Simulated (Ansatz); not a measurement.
**Structures of Y3S: which is lowest?**

Plane-wave DFT in Ansatz with scalar-relativistic PAW potentials, cutoff 420 eV, Γ-centred meshes chosen by cell and gap, Gaussian smearing with energies taken to zero width. Every cell was relaxed (cell and atoms) in a run of its own, within the symmetry of its start. Functional: PBE.

Relaxed structures (starts from databases or built by putting these elements on another compound's sites):
A. P4/mmm, 4 atoms in the computed cell, a = 5.389 Å, c = 3.604 Å; sites (symmetry × multiplicity) Y 4/mmm × 1 + mmm. × 2, S 4/mmm × 1; start: built
B. I4/mmm, 4 atoms in the computed cell, a = 4.423 Å, c = 10.714 Å; sites (symmetry × multiplicity) Y -4m2 × 4 + 4/mmm × 2, S 4/mmm × 2; start: built

Question: Rank them by energy. Could pressure change the order?

Answer:
| structure | group | E − E(lowest) (meV/atom) | V (Å³/atom) | gap on mesh (eV) |
| --- | --- | --- | --- | --- |
| A | P4/mmm | 0.0 | 26.17 | 0.00 |
| B | I4/mmm | 56 | 26.20 | 0.00 |

A is lowest, 56 meV/atom under B. The two lowest differ in volume by under 3 %, too little for a first-order estimate of what pressure does to that pair (other pairs aren't weighed here); with rigid cells even 3 % in favour of the higher one would need about 12 GPa. Other structures may lie lower than all of these, and vibrations aren't counted.

Spin polarisation was left out, and a magnetic state may lie lower.